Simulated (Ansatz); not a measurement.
## Phonon spectrum of Mg2Zn3O

All numbers below come from DFT PBE, scalar-relativistic, plane waves, PAW in Ansatz. Plane waves to 420 eV; Γ-centred k mesh 12×12×4; Gaussian smearing of 0.10 eV. No spin polarisation. Phonons by linear response, acoustic sum rule imposed.

Relaxed structure:
```
Mg Zn O
1.0
     3.01952    0.00000    0.00000
    -1.50976    2.61498    0.00000
     0.00000    0.00000   11.14066
Mg Zn O
2 3 1
Direct
  0.66667 0.33333 0.88803
  0.33333 0.66667 0.11197
  0.33333 0.66667 0.68675
  0.00000 0.00000 0.50000
  0.66667 0.33333 0.31325
  0.00000 0.00000 0.00000
```

The structure comes from a proposed guess, relaxed at this level; another structure or a mixture of phases may lie lower. In a metal, frequencies and elastic constants depend on the k mesh and the smearing, soft modes and shear constants most. The q mesh is coarse, so values between its points are rough.

Force constants from linear response on a 3×3×1 q mesh.

Question: Is the structure dynamically stable on the q mesh?

Answer: Yes, on this mesh: no mode is imaginary.

Question: Give the frequencies (cm⁻¹) at the zone-boundary points of high symmetry (interpolated where a point lies off the q mesh).

Answer:
```json
{"point": "M", "q": "0.500 0.000 0.000", "frequencies": "41 57 68 71 83 86 136 145 157 222 232 234 241 322 341 350 392 471"}
{"point": "K", "q": "0.333 0.333 0.000", "frequencies": "55 55 72 81 92 92 146 146 148 236 236 283 306 306 339 354 420 420"}
{"point": "A", "q": "0.000 0.000 0.500", "frequencies": "35 35 38 38 79 85 86 86 98 98 178 190 190 202 317 317 350 412"}
{"point": "L", "q": "0.500 0.000 0.500", "frequencies": "40 59 67 70 85 86 134 144 158 222 232 234 240 322 341 350 392 471"}
{"point": "H", "q": "0.333 0.333 0.500", "frequencies": "55 55 73 80 93 93 145 145 148 236 236 283 306 306 339 354 420 420"}
```
